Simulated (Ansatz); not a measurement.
## Ansatz 0.2.0, relaxation: MgI2

The input file (Ansatz 0.2.0, plane waves):

```yaml
crystal:
  lattice:
    - [4.18013, 0.0, 0.0]
    - [-2.090065, 3.620099, 0.0]
    - [0.0, 0.0, 6.905662]
  atoms:
    - { symbol: Mg, position: [0.0, 0.0, 0.0] }
    - { symbol: I, position: [0.3333, 0.6667, 0.75763] }
    - { symbol: I, position: [0.6667, 0.3333, 0.24237] }
  symmetry: { tolerance: 0.0003 }
kpoints:
  mp_grid: { grid: [7, 7, 4], shift: [0, 0, 0] }
magnetization:
  spin_polarized: false
scf:
  occupations: { method: fermi_dirac }
  lower_state_search: "off"
hamiltonian:
  pseudopotentials: { kind: paw }
  xc: pbe
basis:
  ecutwfc: 420
  fft_grid_basis: typed
relax:
  max_steps: 40
  cell: { p_target: 20.0 }
  f_tol: 0.03
output:
  forces: true
  stress: true
  eigenvalues: true
  bader: true
  populations: true
  elf: true
  write_potential: true
  volumetric_format: npy
  dos:
    e_range: [-12, 8]
    de: 0.05
    projected: { site_lists: { I: [I], Mg: [Mg] } }
  write_density: true
checkpoint:
  read: saved_state
```

Launch command:

```bash
ansatz run input.yaml --threads 2 --pin off --max-ram 3584MiB --backend cpu --events-out ev --progress --plain --runs-dir out
```

Origin of the cell: a database entry, scaled a little.

The smearing width isn't typed, so it takes its default of 0.1 eV.

The saved state is a converged single point of the same cell.

Steps («new basis» is an SCF on plane waves selected anew at the same cell):

| step | ΔH (meV/atom) | max force component (eV/Å) | P (GPa) | volume (Å³) | SCF iterations | step was |
| --- | --- | --- | --- | --- | --- | --- |
| 1 | 0.0 | 0.051 | 0.66 | 104.50 | 4 | accepted |
| 2 | -519.4 | 0.457 | 6.03 | 89.97 | 7 | accepted |
| 3 | -819.4 | 0.406 | 13.34 | 77.96 | 6 | accepted |
| 4 | -868.3 | 0.552 | 21.84 | 69.91 | 6 | accepted |
| 5 | -879.1 | 0.098 | 19.56 | 71.89 | 6 | accepted |
| 6 | -879.6 | 0.001 | 20.00 | 71.48 | 4 | accepted |
| 7 | -878.9 | 0.001 | 19.99 | 71.48 | 7 | new basis |

Before:

Space group P-3m1 (No. 164); the run's cell has a = 4.180 Å, b = 4.180 Å, c = 6.906 Å, α = 90.00°, β = 90.00°, γ = 120.00°. Shortest distances: I–Mg 2.94 Å.

After:

Space group P-3m1 (No. 164); the run's cell has a = 3.707 Å, b = 3.707 Å, c = 6.005 Å, α = 90.00°, β = 90.00°, γ = 120.00°. Shortest distances: I–Mg 2.71 Å, I–I 3.44 Å.

```yaml
crystal:
  lattice:
    - [3.70736, 0.00000, 0.00000]
    - [-1.85368, 3.21067, 0.00000]
    - [0.00000, 0.00000, 6.00483]
  atoms:
    - { symbol: Mg, position: [0.00000, 0.00000, 0.00000] }
    - { symbol: I, position: [0.33333, 0.66667, 0.72398] }
    - { symbol: I, position: [0.66667, 0.33333, 0.27602] }
```

```yaml
Enthalpy_lowered_by: 878.9 meV/atom
Volume_change: -31.60 %
Final_pressure: 19.99 GPa
Relaxation_steps_listed: 7
Gap_on_the_mesh: 2.85 eV
```

Caveats: no spin-orbit coupling, though heavy elements are present; the relaxation held the start's symmetry, so the end may be a saddle point.

The run took 27 s on 2 threads of Arm Neoverse V1, on a shared host, peak memory 0.42 GiB, from a saved density.
